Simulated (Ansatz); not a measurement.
TlCl:
```xyz
2
Lattice="0.0000 3.0982 3.0982 3.0982 0.0000 3.0982 3.0982 3.0982 0.0000" Properties=species:S:1:pos:R:3 pbc="T T T"
Tl     0.0000     0.0000     0.0000
Cl     3.0982     3.0982     3.0982
```

Relaxed with LDA.

**Question.** Map the electron localisation function on the plane through (0.000, 0.000, 0.000) spanned by u = [1, 0, 0] and v = [0, 1, -1] in lattice vectors, from DFT-LDA in the program Ansatz with PAW potentials.

**Answer.** x is the fraction of u, y of v (the angle between them is 90°; rows are the nearest grid lines); atoms in the plane: Tl at (0.00, 0.00), Cl at (0.50, 0.50).
```
|80135543211111234553108|
|10135543211111234553101|
|11245542111111124554211|
|33455432122222123455433|
|55554322235553222345555|
|55543222468886422234555|
|44432235799999753223444|
|33222258999999985222233|
|22112479999999997421122|
|11123699998889999632111|
|11125899986468999852111|
|11125899984248999852111|
|11125899986468999852111|
|11123699998889999632111|
|22112479999999997421122|
|33222258999999985222233|
|44432235799999753223444|
|55543222468886422234555|
|55554322235553222345555|
|33455432122222123455433|
|11245542111111124554211|
|10135543211111234553101|
|80135543211111234553108|
```
Scale: ten equal steps from -0.088 (start of '0') to 0.868 (end of '9'), in the order '0123456789'; x runs from 0.000 to 1.00, y from 0.000 (bottom) to 1.00 (top).

The density is the valence pseudo-density with augmentation charge, so density and ELF within about 1 Å of a nucleus are not all-electron values.

Space group Fm-3m (rock salt). The workflow started from a Materials Project entry (that database holds measured and hypothetical structures alike); the Crystallography Open Database copy checked does not list it. COD files the formula under space group No. 221. Whether it is the stable phase at ambient conditions was not checked. The LDA relaxation kept the symmetry of its start; whether a distortion lowers the energy is not shown. Spin–orbit coupling is left out wherever it is not named.

Potentials: the later of the program's two PAW sets.
